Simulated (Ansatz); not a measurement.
**Fixed-spin-moment curve of NaTiO2 (R-3m)**

The geometry is a structure from the Materials Project, held fixed and not relaxed.

Settings: LDA, 10×10×10 k mesh, Fermi–Dirac smearing of 0.03 eV. PAW means Ansatz 0.2.0 on its default frozen-core files; LAPW is all-electron LAPW in Ansatz 0.2.0. Site moments are integrated in spheres about the atoms, whose radii differ between the methods.

Input of the first run:

```yaml
crystal:
  lattice:
    - [1.50659145, 0.8698309792, 5.3990454898]
    - [-1.50659145, 0.8698309792, 5.3990454898]
    - [0.0, -1.7396619584, 5.3990454898]
  atoms:
    - { symbol: Na, position: [0.0, 0.0, 0.0] }
    - { symbol: Ti, position: [0.5, 0.5, 0.5], spin: 1.0 }
    - { symbol: O, position: [0.76380361, 0.76380361, 0.76380361] }
    - { symbol: O, position: [0.23619639, 0.23619639, 0.23619639] }
magnetization:
  spin_polarized: true
kpoints:
  mp_grid: { grid: [10, 10, 10] }
scf:
  occupations: { method: fermi_dirac, width: 0.03 }
  lower_state_search: "off"
hamiltonian:
  xc: lda
  pseudopotentials: { kind: paw }
output:
  forces: true
  stress: true
  eigenvalues: true
  populations: true
  dos: { projected: true, de: 0.1, e_range: [-8, 5] }
  write_density: true
  write_potential: true
  elf: true
  volumetric_format: npy
```

Command: `ansatz run input.yaml --threads 2 --pin off --max-ram 6144MiB --backend cpu --events-out ev --progress --plain --runs-dir out`

The input for «total moment held at 0.75 μB» by PAW differs from it in these lines, output keys apart:

```diff
-    - { symbol: Ti, position: [0.5, 0.5, 0.5], spin: 1.0 }
+    - { symbol: Ti, position: [0.5, 0.5, 0.5], spin: 0.75 }
+  initial_magnetization: 0.75
+  spin_locking: { lock_magnetization: hard }
```

The input for «total moment held at 0.1 μB» by LAPW differs from it in these lines, output keys apart:

```diff
-    - { symbol: Ti, position: [0.5, 0.5, 0.5], spin: 1.0 }
+    - { symbol: Ti, position: [0.5, 0.5, 0.5], spin: 0.1 }
+  initial_magnetization: 0.1
+  spin_locking: { lock_magnetization: hard }
-  pseudopotentials: { kind: paw }
+  pseudopotentials: { kind: all_electron, lapw: { basis_error: 0.001 } }
```

The total moment M of the cell is held by giving each spin its own Fermi level. Half their difference over μB is the field that would hold M, so μB·B = dF/dM. Energies count from each method's free run. The held moment starts spread evenly over Ti2.

**Question.** Does the cell keep a net moment when the moments are free, and how does its energy change with a held moment?

**Answer.** The free run has no net moment (M = 0.00 μB). 
```json
{"M (μB/cell)": "0.00", "ΔF PAW (meV/cell)": "0.0", "ΔF LAPW (meV/cell)": "0.0", "B, PAW (T)": "–", "largest site moment, PAW (μB)": "0.00", "pressure, PAW (GPa)": "-9.7"}
{"M (μB/cell)": "0.10", "ΔF PAW (meV/cell)": "+0.4", "ΔF LAPW (meV/cell)": "+0.4", "B, PAW (T)": "+144", "largest site moment, PAW (μB)": "0.06", "pressure, PAW (GPa)": "-9.7"}
{"M (μB/cell)": "0.20", "ΔF PAW (meV/cell)": "+1.7", "ΔF LAPW (meV/cell)": "–", "B, PAW (T)": "+288", "largest site moment, PAW (μB)": "0.13", "pressure, PAW (GPa)": "-9.7"}
{"M (μB/cell)": "0.35", "ΔF PAW (meV/cell)": "+5.7", "ΔF LAPW (meV/cell)": "+5.7", "B, PAW (T)": "+668", "largest site moment, PAW (μB)": "0.23", "pressure, PAW (GPa)": "-9.6"}
{"M (μB/cell)": "0.50", "ΔF PAW (meV/cell)": "+12.5", "ΔF LAPW (meV/cell)": "–", "B, PAW (T)": "+880", "largest site moment, PAW (μB)": "0.32", "pressure, PAW (GPa)": "-9.4"}
{"M (μB/cell)": "0.75", "ΔF PAW (meV/cell)": "+28.9", "ΔF LAPW (meV/cell)": "–", "B, PAW (T)": "+1526", "largest site moment, PAW (μB)": "0.48", "pressure, PAW (GPa)": "-8.9"}
{"M (μB/cell)": "1.00", "ΔF PAW (meV/cell)": "+62.6", "ΔF LAPW (meV/cell)": "–", "B, PAW (T)": "+18217", "largest site moment, PAW (μB)": "0.64", "pressure, PAW (GPa)": "-8.1"}
{"M (μB/cell)": "1.40", "ΔF PAW (meV/cell)": "+910.2", "ΔF LAPW (meV/cell)": "–", "B, PAW (T)": "+39837", "largest site moment, PAW (μB)": "0.75", "pressure, PAW (GPa)": "-5.2"}
```

Separate runs put a uniform field on the spins (g = 2):

```tsv
field (T)	M PAW (μB/cell)	M LAPW (μB/cell)
300	0.207	–
600	0.326	0.325
```

The PAW files were made with PBE; the program remakes their cores once for the run's functional and then keeps them frozen. The Ansatz runs typed with the search for lower states off end where their start leads. None of this fixes the real material's magnetic order: only patterns that fit the cell were computed, at zero temperature, with a functional that can overstate moments.
